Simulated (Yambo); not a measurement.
Yambo run on NaCuO2 (space group C2/m, No. 12). The wavefunctions are PBEsol (Quantum ESPRESSO, PseudoDojo norm-conserving, 92 Ry, without SOC) ones on a 6×6×2 mesh (20 occupied bands); a = b = 3.519 Å, c = 6.056 Å, α = β = 118.05°, γ = 45.74°.

Yambo input:

```
rim_cut
gw0
dyson
el_el_corr
HF_and_locXC
ppa
em1d
RandQpts= 1000000
RandGvec= 1 Ry
EXXRLvcs= 92 Ry
VXCRLvcs= 368 Ry
Chimod= "HARTREE"
% BndsRnXp
 6 | 94 |
%
NGsBlkXp= 2 Ry
% LongDrXp
 1.0 | 1.0 | 1.0 |
%
PPAPntXp= 27.2114 eV
% GbndRnge
 1 | 94 |
%
GTermKind= "BG"
DysSolver= "n"
ExtendOut
% QPkrange
 2 | 2 | 20 | 20 |
 18 | 18 | 20 | 21 |
%
```

k points by index: 2 = (0, 0, -0.5), 18 = (0.167, -0.167, -0.5).

The o-*.qp file then holds:

```
#    K-point    Band    Eo [eV]    E [eV]    E-Eo [eV]    Vxc [eV]    Vnlxc [eV]    Sc|Eo [eV]    Sc|E [eV]    dSc/dw|Eo [eV]    Re(Z)    Im(Z)
#
    2    20    0.000000    -1.193592    -1.193592    -25.07904    -32.12632    5.500329    5.853682    -8.054266    0.771608    -0.001671
    18    20    -0.317734    -1.561499    -1.243765    -25.09068    -32.16661    5.461909    5.832157    -8.098998    0.770631    -0.001662
    18    21    0.526299    1.697532    1.171232    -25.71539    -22.21858    -2.001069    -2.325578    -7.538786    0.783055    -0.001532
```
(The two width columns are left out.) Convergence of these settings isn't established.

Geometry relaxed with PBEsol.
